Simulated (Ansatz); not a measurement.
Mg$_{2}$Sn (antifluorite type, space group Fm-3m)

```xyz
3
Lattice="0.0000 3.3730 3.3730 3.3730 0.0000 3.3730 3.3730 3.3730 0.0000" Properties=species:S:1:pos:R:3 pbc="T T T"
Sn     0.0000     0.0000     0.0000
Mg     1.6865     1.6865     1.6865
Mg     5.0595     5.0595     5.0595
```

The slice is a {110} plane (indices of the conventional cell) through the point (0.250, 0.250, 0.250) (fractional), spanned by u = [100] and v = [1 -1 -1] in vectors of this cell: u (4.77 Å) and v (6.75 Å, at 90° to u). It covers one period; positions are fractions (u, v).

All values below come from PBEsol (plane waves to 420 eV, PAW, scalar-relativistic; Ansatz, a program for electronic structure). k mesh 12×12×12. Near the nuclei the fields are pseudised (PAW); where an atom keeps semicore shells as valence, they peak there. At this level the bands of Mg2Sn touch or barely overlap; measurements give the solid a gap. Mg2Sn was relaxed with its symmetry unable to fall.

Three fields on this plane, each scaled to ten steps between its own extremes (0 low, 9 high; the total valence density on a logarithmic scale, the potential cut 8 eV below its top; x marks points blanked near nuclei; v = 0 in the bottom row):

Map A
```
|xxxx4444444444xxx|
|xxx543333333345xx|
|xx54332211223345x|
|55443211001123445|
|55443210000123345|
|55433210000123345|
|55433210000123445|
|55443211001123445|
|xx54332211223345x|
|xxx543333333345xx|
|xxxx4444444444xxx|
|xxxx5555555555xxx|
|xxxx6667777666xxx|
|xxx667888888766xx|
|xx66789xxxx98766x|
|556679xxxxxx97665|
|556789xxxxxx98765|
|55678xxxxxxxx8765|
|556789xxxxxx98765|
|556679xxxxxx97665|
|xx66789xxxx98766x|
|xxx667888888766xx|
|xxxx6667777666xxx|
|xxxx5555555555xxx|
```

Map B
```
|xxxx1455555541xxx|
|xxx012222222210xx|
|xx00111100111100x|
|11221100000011221|
|44431100000011344|
|55431000000001345|
|44431100000011344|
|11221100000011221|
|xx00111100111100x|
|xxx012222222210xx|
|xxxx1455555541xxx|
|xxxx1677777761xxx|
|xxxx3998778994xxx|
|xxx189865568981xx|
|xx06985xxxx58960x|
|126996xxxxxx69962|
|468975xxxxxx57986|
|56897xxxxxxxx7986|
|468975xxxxxx57986|
|126996xxxxxx69962|
|xx06985xxxx58960x|
|xxx189865568981xx|
|xxxx4998778993xxx|
|xxxx1677777761xxx|
```

Map C
```
|xxxx2689999862xxx|
|xxx047899998740xx|
|xx02579999997520x|
|12457899999987542|
|56678999999998766|
|67788999999998877|
|56678999999998766|
|12457899999987542|
|xx02579999997520x|
|xxx047899998740xx|
|xxxx2689999862xxx|
|xxxx1578888751xxx|
|xxxx2566556652xxx|
|xxx034300003430xx|
|xx02420xxxx02420x|
|124530xxxxxx03542|
|566630xxxxxx03666|
|67762xxxxxxxx2677|
|566630xxxxxx03666|
|124530xxxxxx03542|
|xx02420xxxx02420x|
|xxx034300003430xx|
|xxxx2566556652xxx|
|xxxx1578888751xxx|
```

Assign the maps to these fields: electron localisation function (ELF); valence electron density; electrostatic potential energy of an electron, from the cell's mean.

A is the valence electron density; B is the electron localisation function (ELF); C is the electrostatic potential energy of an electron, from the cell's mean.
